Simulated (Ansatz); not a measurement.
Pt (fcc (Cu type), space group No. 225) under volume change, LDA (plane waves, PAW; program Ansatz), scaled uniformly.

```
V (Å³/atom)  E − E(relaxed) (meV/atom)  P (GPa)
-----------  -------------------------  -------
13.429                           139.8    37.20
13.872                            58.0    22.41
14.314                            13.6    10.15
14.757                             0.0     0.00
15.200                            12.0    -8.40
15.643                            45.0   -15.32
16.085                            95.5   -21.01
```

Problem. What does a third-order Birch–Murnaghan fit give for V₀, B₀ and B′?

Solution. V₀ = 14.76 Å³/atom, B₀ = 307 GPa, B′ = 5.3.

Space group Fm-3m (fcc (Cu type)). The LDA relaxation kept the symmetry of its start. The run is not spin-polarised. Spin–orbit coupling is left out wherever it is not named.

Potentials: the earlier of the program's two PAW sets.
